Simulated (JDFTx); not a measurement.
An input for a modified build of JDFTx (V(100), CANDLE, water, 1 M KCl; bohr, hartree) and the course of its log:

```
lattice \
  5.6359191941 0.0000000000 0.0000000000 \
  0.0000000000 5.6359191941 0.0000000000 \
  0.0000000000 0.0000000000 41.5739747418
coords-type Lattice
ion V 0.0000000000 0.0000000000 -0.1355636360 0
ion V 0.5000000000 0.5000000000 -0.0677818180 0
ion V 0.0000000000 0.0000000000 0.0000000000 0
ion V 0.5000000000 0.5000000000 0.0677818180 0
ion V 0.0000000000 0.0000000000 0.1355636360 0
ion-species pseudo/v_pbe_v1.4.upf
elec-cutoff 20 100
elec-ex-corr gga-PBE
coulomb-interaction Slab 001
coulomb-truncation-embed 0 0 0
kpoint-folding 8 8 1
elec-smearing Fermi 0.01
elec-n-bands 45
target-mu -0.106206
electronic-scf nIterations 100 energyDiffThreshold 1e-07
fluid LinearPCM
pcm-variant CANDLE
fluid-solvent H2O
fluid-cation K+ 1
fluid-anion Cl- 1
fluid-minimize nIterations 400 knormThreshold 1e-11
wavefunction read f0.wfns
elec-initial-eigenvals f0.eigenvals
elec-initial-fillings read f0.fillings
fluid-initial-state f0.fluidState
dump-name f0_u0.$VAR
dump End State Ecomponents EigStats BandEigs Forces ElecDensity IonicPositions Fillings Kpoints Dtot FluidDebug BoundCharge FluidDensity
```

```
[one cycle in 5 is shown, and the last three; fluid-solver lines are left out]
	FillingsUpdate:  mu: -0.106206000  nElectrons: 68.949645
SCF: Cycle:  0   G: -348.260851342817432   dG: +3.395e+00   |Residual|: 3.458e-01   |deigs|: 5.415e-10
	FillingsUpdate:  mu: -0.106206000  nElectrons: 65.581306
SCF: Cycle:  5   G: -351.551318138028989   dG: +1.223e-02   |Residual|: 6.058e-02   |deigs|: 3.471e-03
	FillingsUpdate:  mu: -0.106206000  nElectrons: 68.528968
SCF: Cycle: 10   G: -348.875562903173545   dG: +2.559e+00   |Residual|: 3.050e-01   |deigs|: 1.156e-02
	FillingsUpdate:  mu: -0.106206000  nElectrons: 68.191835
SCF: Cycle: 15   G: -349.467227934144432   dG: +5.347e-01   |Residual|: 2.786e-01   |deigs|: 1.868e-03
	FillingsUpdate:  mu: -0.106206000  nElectrons: 65.492754
SCF: Cycle: 20   G: -351.610648589983555   dG: +4.244e-02   |Residual|: 4.221e-02   |deigs|: 1.655e-03
	FillingsUpdate:  mu: -0.106206000  nElectrons: 68.290278
SCF: Cycle: 25   G: -349.225687404111966   dG: -3.400e-01   |Residual|: 2.843e-01   |deigs|: 1.084e-03
	FillingsUpdate:  mu: -0.106206000  nElectrons: 67.149224
SCF: Cycle: 30   G: -350.663538939303066   dG: -2.631e-02   |Residual|: 1.757e-01   |deigs|: 1.144e-04
	FillingsUpdate:  mu: -0.106206000  nElectrons: 66.595567
SCF: Cycle: 35   G: -351.282685241987508   dG: -4.083e-01   |Residual|: 1.018e-01   |deigs|: 2.479e-03
	FillingsUpdate:  mu: -0.106206000  nElectrons: 67.510704
SCF: Cycle: 40   G: -350.256025844193971   dG: +7.208e-01   |Residual|: 2.163e-01   |deigs|: 3.504e-03
	FillingsUpdate:  mu: -0.106206000  nElectrons: 67.405728
SCF: Cycle: 45   G: -350.361331172544112   dG: -2.917e-01   |Residual|: 2.082e-01   |deigs|: 1.186e-03
	FillingsUpdate:  mu: -0.106206000  nElectrons: 67.445453
SCF: Cycle: 50   G: -350.495395864946772   dG: +7.846e-01   |Residual|: 2.008e-01   |deigs|: 4.672e-03
	FillingsUpdate:  mu: -0.106206000  nElectrons: 66.147397
SCF: Cycle: 55   G: -351.412157130928733   dG: -1.547e-01   |Residual|: 9.052e-02   |deigs|: 1.229e-03
	FillingsUpdate:  mu: -0.106206000  nElectrons: 66.848026
SCF: Cycle: 60   G: -350.712703242079272   dG: +3.564e-01   |Residual|: 1.750e-01   |deigs|: 1.962e-03
	FillingsUpdate:  mu: -0.106206000  nElectrons: 69.017041
SCF: Cycle: 65   G: -347.915729086929332   dG: -1.487e-01   |Residual|: 3.620e-01   |deigs|: 4.740e-04
	FillingsUpdate:  mu: -0.106206000  nElectrons: 64.086952
SCF: Cycle: 70   G: -351.507588763333729   dG: -1.771e-01   |Residual|: 7.162e-02   |deigs|: 1.401e-03
	FillingsUpdate:  mu: -0.106206000  nElectrons: 66.958319
SCF: Cycle: 75   G: -350.565086997512424   dG: -8.083e-01   |Residual|: 1.862e-01   |deigs|: 4.126e-03
	FillingsUpdate:  mu: -0.106206000  nElectrons: 56.714857
SCF: Cycle: 80   G: -327.738607703258594   dG: +1.865e+01   |Residual|: 6.262e-01   |deigs|: 1.868e-02
	FillingsUpdate:  mu: -0.106206000  nElectrons: 64.925565
SCF: Cycle: 85   G: -351.636874754367739   dG: -7.814e+01   |Residual|: 3.315e-02   |deigs|: 6.832e-02
	FillingsUpdate:  mu: -0.106206000  nElectrons: 64.664127
SCF: Cycle: 90   G: -351.630249260150038   dG: -1.359e-01   |Residual|: 3.482e-02   |deigs|: 4.766e-03
	FillingsUpdate:  mu: -0.106206000  nElectrons: 64.073582
SCF: Cycle: 95   G: -351.464483622162959   dG: -1.830e-01   |Residual|: 5.362e-02   |deigs|: 1.383e-03
	FillingsUpdate:  mu: -0.106206000  nElectrons: 64.556357
SCF: Cycle: 97   G: -351.628997513460149   dG: -3.319e-01   |Residual|: 1.554e-02   |deigs|: 3.446e-03
	FillingsUpdate:  mu: -0.106206000  nElectrons: 65.414366
SCF: Cycle: 98   G: -351.567764600332396   dG: +6.123e-02   |Residual|: 6.435e-02   |deigs|: 3.878e-03
	FillingsUpdate:  mu: -0.106206000  nElectrons: 66.012631
SCF: Cycle: 99   G: -351.315327545773641   dG: +2.524e-01   |Residual|: 1.155e-01   |deigs|: 2.769e-03
SCF: None of the convergence criteria satisfied after 100 iterations.
IonicMinimize: Iter:   0  G: -351.315327545773641  |grad|_K:  0.000e+00
IonicMinimize: Converged (|grad|_K<1.000000e-04).
```

This run gave no converged result. The electronic loop ended without meeting its threshold, so the last energy, electron count and forces aren't results.
